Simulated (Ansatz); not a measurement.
Moving the functional in Hf2Pd2Se2Br2O3

```xyz
11
Lattice="-1.8923 2.6721 12.2842 1.8923 -2.6721 12.2842 1.8923 2.6721 -12.2842" Properties=species:S:1:pos:R:3 pbc="T T T"
Hf    0.0000    0.0000   22.6263
Hf    0.0000    0.0000    1.9421
Pd    0.0000    0.0000   16.7881
Pd    0.0000    0.0000    7.7803
Se    0.0000    2.6721    2.8934
Se    1.8923    0.0000    9.3908
Br    0.0000    0.0000   19.3256
Br    0.0000    0.0000    5.2429
O     0.0000    2.6721    9.8571
O     1.8923    0.0000    2.4271
O     0.0000    0.0000    0.0000
```

The cell comes from a database or a generator and needn't be the stable form of this composition.

Kept alike: task single point; k mesh 4 × 4 × 4; occupations fermi-dirac, width 0.05 eV; no spin polarisation. Program: Ansatz, Ansatz PAW. Cutoffs run from 420 to 500 eV. The mesh is that of the run's cell of 11 atoms. No spin-orbit coupling.

| functional | band gap (eV) | pressure (GPa) |
| --- | --- | --- |
| B3LYP | 0.862 | 1.29 |
| HSE03 | 0.335 | -1.78 |
| HSE06 | 0.474 | -1.90 |
| PBE0 | 1.125 | -1.90 |
| r2SCAN0 | 1.233 | -2.94 |
| r2SCANh | 0.444 | -2.48 |

The k mesh is coarse, so the values aren't converged. Pressure is positive in compression, with a Pulay correction for the finite cutoff. Spin-orbit coupling, left out here, moves the band edges of heavy atoms and can close or invert small gaps. A gap read on the mesh alone can miss an edge between its points. All rows use potentials made for PBE.

Task: What does the functional change here?

Result: The band gap runs from 0.335 (HSE03) to 1.233 eV (r2SCAN0). The pressure runs from -2.94 (r2SCAN0) to 1.29 GPa (B3LYP). A positive pressure means that the functional's own cell is larger than the one given, a negative one that it is smaller.
